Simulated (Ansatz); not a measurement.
ScTi$_{3}$N:
```xyz
5
Lattice="4.2408 0.0000 0.0000 0.0000 4.2408 0.0000 0.0000 0.0000 4.2408" Properties=species:S:1:pos:R:3 pbc="T T T"
Sc     0.0000     0.0000     0.0000
Ti     0.0000     2.1204     2.1204
Ti     2.1204     0.0000     2.1204
Ti     2.1204     2.1204     0.0000
N      2.1204     2.1204     2.1204
```

Relaxed with the program Ansatz at the r²SCAN level (PAW). Indices refer to the conventional cell of Pm-3m, a = b = c = 4.241 Å, α = β = γ = 90.00°.

Task: Simulate the powder diffraction pattern (neutron, λ = 1.5401 Å; lines above 1 %) up to 2θ = 90°.

Result: Simulated powder pattern, neutron, λ = 1.5401 Å (kinematic, ideal powder, no thermal factors, coherent scattering alone; the 30 strongest lines at most, above 1 %, up to 2θ = 90°):

```
2θ (°)  d (Å)  I/Imax (%)          hkl
------  -----  ----------  -----------
20.92   4.241         6.3        (100)
29.76   2.999         100        (110)
36.66   2.448         3.9        (111)
42.59   2.120         5.3        (200)
47.91   1.897         5.5        (210)
52.82   1.731          72        (211)
61.81   1.499         5.7        (220)
66.01   1.414         4.1  (221)+(300)
70.09   1.341          47        (310)
74.06   1.279         3.8        (311)
77.95   1.224         2.8        (222)
81.79   1.176         2.5        (320)
85.60   1.133          75        (321)
```

The start of the workflow was typed in or built on a structure type; neither database checked (COD, Materials Project) lists it. Its standing as an ambient phase is unchecked. The cell was relaxed with r²SCAN under the symmetry of its start; its stability against distortions is not shown here. The workflow began spin-polarised and lost its moments.

Potentials: the earlier of the program's two PAW sets. The files were generated under PBE; for other functionals the program regenerates the frozen cores, and for LDA and PBEsol the local potential too.
